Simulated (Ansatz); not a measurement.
Structure: CsPbBr3 (Pnma) from a database structure, at its r2SCAN minimum. It is orthorhombic, Pnma (No. 62); a = 9.856 Å, b = 4.610 Å, c = 16.944 Å in the conventional setting, 38.49 Å³ an atom. Cs has 9 Br at 3.70–3.92 Å; Pb has 6 Br at 2.86–3.25 Å; Br has 3 Pb at 3.10–3.25 Å and 2 Cs at 3.83–3.92 Å; Br has 1 Pb at 2.86 Å and 4 Cs at 3.70 Å; Br has 2 Pb at 3.05 Å and 3 Cs at 3.78–3.83 Å.

```cif
data_structure
_symmetry_space_group_name_H-M 'Pnma'
_symmetry_Int_Tables_number 62
_cell_length_a 9.8558
_cell_length_b 4.6098
_cell_length_c 16.9443
_cell_angle_alpha 90.000
_cell_angle_beta 90.000
_cell_angle_gamma 90.000
_cell_volume 769.83
loop_
_atom_site_label
_atom_site_type_symbol
_atom_site_symmetry_multiplicity
_atom_site_Wyckoff_symbol
_atom_site_fract_x
_atom_site_fract_y
_atom_site_fract_z
_atom_site_occupancy
Cs1 Cs 4 c 0.91245 0.25000 0.67157 1
Pb1 Pb 4 c 0.83660 0.75000 0.93805 1
Br1 Br 4 c 0.52796 0.25000 0.61263 1
Br2 Br 4 c 0.19894 0.75000 0.71080 1
Br3 Br 4 c 0.66454 0.25000 0.00071 1
```

3 runs of the PAW code Ansatz on this cell differ in the functional (and in the settings that go with it). Levels are in eV from each run's valence top; v1 is the last filled band, c1 the first empty one.

Run A, mean stress +0.3 GPa (compression positive):
```
point     v2     v1    c1    c2
    Γ  -0.43  -0.17  3.84  3.85
    X  -0.17  -0.17  3.73  3.73
    S  -0.15  -0.15  4.77  4.77
```

Run B, mean stress 0.0 GPa (compression positive):
```
point     v2     v1    c1    c2
    Γ  -0.39  -0.15  3.40  3.40
    X  -0.14  -0.14  3.29  3.29
    S  -0.14  -0.14  4.32  4.32
```

Run C, mean stress +0.2 GPa (compression positive):
```
point     v2     v1    c1    c2
    Γ  -0.44  -0.17  4.53  4.53
    X  -0.17  -0.17  4.41  4.41
    S  -0.16  -0.16  5.46  5.46
```

Task: Match the runs to r2SCAN, HSE06, PBE0.

Result: A is HSE06, B is r2SCAN, C is PBE0. In order of the gap: r2SCAN 3.28, HSE06 3.72, PBE0 4.40 eV.

(Simulation; spin polarisation is off.)

Spin-orbit coupling is left out; in compounds of Pb, Bi, Tl or Hg it can lower a gap by up to about 1 eV, split its edges or invert the bands.

The program warns that its thresholds are loose for a hybrid's stress.

The meshes of the hybrids are coarse, so their gaps aren't converged to the digits shown.
